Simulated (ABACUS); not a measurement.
Worked example: self-consistent single point of InSe (P1, 4 atoms in the cell; from Materials Project mp-21405, changed as shown) in ABACUS.

Method: LDA (PW92), numerical atomic orbitals SZP (confined pseudo-atomic orbitals with Gaussian additions; energy shift 0.01 Ry), PseudoDojo 0.4 standard norm-conserving LDA (tails mended) pseudopotentials run with ABACUS.

The change in words: atoms moved at random. Reference geometry (C2/m):
```yaml
crystal:
  lattice:
    - [5.82639, -2.05465, 0.00000]
    - [5.82639, 2.05465, 0.00000]
    - [-1.72323, 0.00000, 4.77135]
  atoms:
    - { symbol: In, position: [0.11180, 0.11180, 0.95316] }
    - { symbol: In, position: [0.88820, 0.88820, 0.04684] }
    - { symbol: Se, position: [0.33907, 0.33907, 0.33104] }
    - { symbol: Se, position: [0.66093, 0.66093, 0.66896] }
```

Reference input (self-consistent single point, DFT, LDA (PW92), numerical atomic orbitals SZP (confined pseudo-atomic orbitals with Gaussian additions; energy shift 0.01 Ry), PseudoDojo 0.4 standard norm-conserving LDA (tails mended) pseudopotentials): basis = SZP numerical atomic orbitals, energy shift 0.01 Ry; KPT = Gamma 5 5 4 0 0 0; basis_type = lcao; dft_functional = PWLDA; ecutwfc = 100 Ry; smearing_method = fd; smearing_sigma = 0.00146997 Ry; potentials = PseudoDojo 0.4 standard norm-conserving LDA (tails mended); symmetry = 1; ks_solver = genelpa; scf_nmax = 100; scf_thr = 1.0e-07. This run's input differs from it in these lines:

```diff
@@ -42,4 +42,4 @@
 2
-  -0.3397338911   -0.0000000000    4.5478618723
-  10.2692918911   -0.0000000000    0.2234901277
+  -0.3408552308   -0.0194616448    4.6080429351
+  10.2944633896   -0.0044442079    0.1193839984
 
@@ -48,4 +48,4 @@
 2
-   3.3806527840    0.0000000000    1.5795083661
-   6.5489052160   -0.0000000000    3.1918436339
+   3.3448945539    0.0320381575    1.6081317067
+   6.5606074610   -0.0081343593    3.2071453598
 # file: KPT
```

Output, abridged:

```
 SELF-CONSISTENT
 -------------------------------------------

                  longest orb rcut (Bohr) = 8.2
   longest nonlocal projector rcut (Bohr) = 2.42
                     search radius (Bohr) = 21.2

                          real space grid = [ 75, 75, 64 ]
                                 init_chg = atomic

 LCAO ALGORITHM --------------- ION=   1  ELEC=   1--------------------------------

 Density error is 0.0381383946516
 E_KohnSham     -749.7039350505      -10200.2453297093
 E_Fermi        0.5534771515         7.5304429728

 LCAO ALGORITHM --------------- ION=   1  ELEC=   2--------------------------------

   [... lines left out ...]

   [... 6 blocks of this kind left out ...]

 LCAO ALGORITHM --------------- ION=   1  ELEC=   9--------------------------------

 Density error is 1.60275954683e-07
 E_KohnSham     -749.7419696597      -10200.7628171153
 E_Fermi        0.5694511851         7.7477808501

 LCAO ALGORITHM --------------- ION=   1  ELEC=  10--------------------------------

 Density error is 2.47328583587e-08
 E_KohnSham     -749.7419696597      -10200.7628171153
 E_KS(sigma->0) -749.7419696597      -10200.7628171153
 E_entropy(-TS) -0.0000000000        -0.0000000000
 E_Fermi        0.5694511879         7.7477808889
 charge density convergence is achieved
 final etot is -10200.762817 eV
 EFERMI = 7.7477808889 eV

 STATE ENERGY(eV) AND OCCUPATIONS    NSPIN == 1
   [... 36 lines left out ...]

 TOTAL-FORCE (eV/Angstrom)
                       In1         0.2994665854         0.0470675133        -0.1631967746
                       In2        -0.3910616559         0.0838177858         0.5767254551
                       Se1         0.4586256946        -0.1372743979         0.0734526129
                       Se2        -0.3670306242         0.0063890988        -0.4869812934

 TOTAL-STRESS (KBAR)
        -8.2934699431         0.5344203925        14.9912240673
         0.5344203925       -34.6379932427        -2.6052253070
        14.9912240673        -2.6052253070       -38.7496120722
 TOTAL-PRESSURE: -27.227025 KBAR

 --------------------------------------------
 !FINAL_ETOT_IS -10200.7628171152828145 eV
 --------------------------------------------
```

The run converged in 10 iterations. Against the reference run the free energy rises by 13.2 meV/atom, the pressure goes from -2.37 to -2.72 GPa and the largest force goes from 0.381 to 0.702 eV/Å.

The atom-centred basis is finite, which shifts total energies, pressures and forces against plane waves. A single-zeta basis is rough, for pressures and forces above all. The structure comes from a collection of computed structures, made at another level of theory; the collection holds predicted forms beside known ones.

Cost on one core: around 27 core-seconds (rough).

The atomic orbitals were generated for these runs; they are not ABACUS's published sets and were checked against plane waves on a few crystals only.

“Tails mended”: in these copies of the files the far tail of each local potential was reset to the Coulomb form.
